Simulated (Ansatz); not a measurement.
Data:

Ag (fcc (Cu type), space group No. 225), a = 4.148 Å, b = 4.148 Å, c = 4.148 Å, α = 90.00°, β = 90.00°, γ = 90.00°; the cell used has 1 atom.

This is the PBE-relaxed structure.

Problem. All from the program Ansatz at the PBE level (PAW), unless another level is named. Estimate the Hill bulk and shear moduli.

Solution. 91.1 and 28.6 GPa.

Problem. And the elastic constants (relaxed ions, GPa)?

Solution. C11 = 112, C12 = 80.7, C44 = 42.8.

Space group Fm-3m (fcc (Cu type)). Symmetry was held in the PBE relaxation. No spin polarisation was allowed. As this level gives no gap, shear constants depend on the k-mesh and smearing (Fermi–Dirac, 0.1 eV here).

Potentials: the later of the program's two PAW sets.
